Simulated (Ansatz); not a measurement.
BeCl2:
```yaml
crystal:
  lattice:
    - [-2.51550, 4.70001, 2.56332]
    - [2.51550, -4.70001, 2.56332]
    - [2.51550, 4.70001, -2.56332]
  atoms:
    - { symbol: Be, position: [0.25000, 0.25000, 0.00000] }
    - { symbol: Be, position: [0.75000, 0.75000, 0.00000] }
    - { symbol: Cl, position: [0.61604, 0.28343, 0.89947] }
    - { symbol: Cl, position: [0.38396, 0.71657, 0.10053] }
    - { symbol: Cl, position: [0.88396, 0.78343, 0.66740] }
    - { symbol: Cl, position: [0.11604, 0.21657, 0.33260] }
```

Relaxed with LDA.

Task: Give the Bader charges and basin volumes of the independent atoms, DFT-LDA in the program Ansatz with PAW potentials.

Result: 

```csv
atom,Bader charge (e),Bader volume (Å³)
Be1,+1.66,1.9
Cl3,-0.83,29.3
```

Space group Ibam. The workflow started from a Materials Project entry (that database holds measured and hypothetical structures alike); the Crystallography Open Database files this formula in space group No. 72, but the cells were not matched. Its standing as an ambient phase is unchecked. The cell was relaxed with LDA under the symmetry of its start; whether a distortion lowers the energy is not shown. A crystal of weakly bound chains computed without a dispersion correction: the cell and the soft elastic constants depend strongly on that.

Potentials: the later of the program's two PAW sets.
